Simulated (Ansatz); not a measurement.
GaBi (rock salt, Fm-3m) at seven volumes, DFT-PBE in the program Ansatz with PAW potentials, scaled uniformly. One row is withheld.

```csv
V (Å³/atom),P (GPa)
24.548,5.63
25.358,3.42
26.167,1.56
26.976,0.00
27.785,-1.31
28.595,?
29.404,-3.33
```

Q: Fit the shown pressures and predict the withheld one.

A: P = (3/2)B₀(x^(7/2) − x^(5/2))[1 + (3/4)(B′ − 4)(x − 1)] with x = (V₀/V)^(2/3). Least squares on the six rows gives V₀ = 26.977 Å³/atom, B₀ = 47.5 GPa, B′ = 4.81. At V = 28.595, x = 0.9619 and P = -2.41 GPa. The run itself gave -2.41 GPa.

The cell is a constructed one: a structure type filled with these elements; neither database checked (COD, Materials Project) lists it. Its standing as an ambient phase is unchecked. The cell was relaxed with PBE under the symmetry of its start; of distortions, only those at the zone centre were tested. Spin–orbit coupling is left out wherever it is not named.

Potentials: the later of the program's two PAW sets.
